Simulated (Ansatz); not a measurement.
NaCl:
```
CELL_PARAMETERS angstrom
      3.44708     0.00000     0.00000
      0.00000     3.44708     0.00000
      0.00000     0.00000     3.44708
ATOMIC_POSITIONS crystal
  Na 0.00000 0.00000 0.00000
  Cl 0.50000 0.50000 0.50000
```

x, y and z are the axes in which the lattice vectors are written.

Question: Give the high-frequency dielectric tensor and the Born effective charge tensors of the independent atoms from DFPT, DFT-PBEsol in the program Ansatz with PAW potentials.

Answer: 
ε∞:
```
2.79  0.00  0.00
0.00  2.79  0.00
0.00  0.00  2.79
```
Z* of atom 1 (Na), rows: field, columns: displacement, in e:
```
1.18  0.00  0.00
0.00  1.18  0.00
0.00  0.00  1.18
```
Z* of atom 2 (Cl), rows: field, columns: displacement, in e:
```
-1.18   0.00   0.00
 0.00  -1.18   0.00
 0.00   0.00  -1.18
```

Space group Pm-3m (CsCl type). This is a known high-pressure phase of the composition, computed here at zero pressure and temperature. The cell was relaxed with PBEsol under the symmetry of its start. At this level the phase is dynamically unstable (imaginary phonons).

Potentials: the earlier of the program's two PAW sets. The files were generated under PBE; for other functionals the program regenerates the frozen cores, and for LDA and PBEsol the local potential too.
